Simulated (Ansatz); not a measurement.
ScTl: reading a single point

```
CELL_PARAMETERS angstrom
0.00000 3.75589 3.75589
3.75589 0.00000 3.75589
3.75589 3.75589 0.00000
ATOMIC_POSITIONS crystal
Tl 0.50000 0.50000 0.50000
Tl 0.75000 0.75000 0.75000
Sc 0.00000 0.00000 0.00000
Sc 0.25000 0.25000 0.25000
```

The numbers come from plane-wave PAW DFT (Ansatz): r2SCAN, no spin polarisation, 500 eV, 8×8×8 Γ-centred k points, fermi-dirac occupations (width 0.1 eV). Nothing was relaxed.

(1) What do density and ELF say about some of the short contacts?

(2) Which element gives electrons and which takes them?

(3) Metal or insulator?

(4) What does the stress say?

Origin: a known structure type with other elements, at an estimated volume, so it need not be a known compound. Caveats: many states at the Fermi level without spin polarisation, so a magnetic state may lie lower.

## Answers

(1) Tl–Tl at 3.25 Å: least valence density 0.15 e/Å³ and ELF 0.18 there. Tl–Sc at 3.25 Å: least valence density 0.12 e/Å³ and ELF 0.14 there. Sc–Sc at 3.25 Å: least valence density 0.11 e/Å³ and ELF 0.35 there. Both are smooth PAW fields, read partly inside the augmentation spheres.

(2) Bader charges in e: Sc +0.89, Tl -0.89. In the mean Sc gives up most and Tl takes most.

(3) It is a metal, with about 7.1 states/eV a cell as the mean within 0.25 eV of the Fermi level, mostly Sc d (76 %) and Tl p (13 %).

(4) The pressure is -2.0 GPa (compression positive), so with the atoms held at these fractions the cell would first shrink.
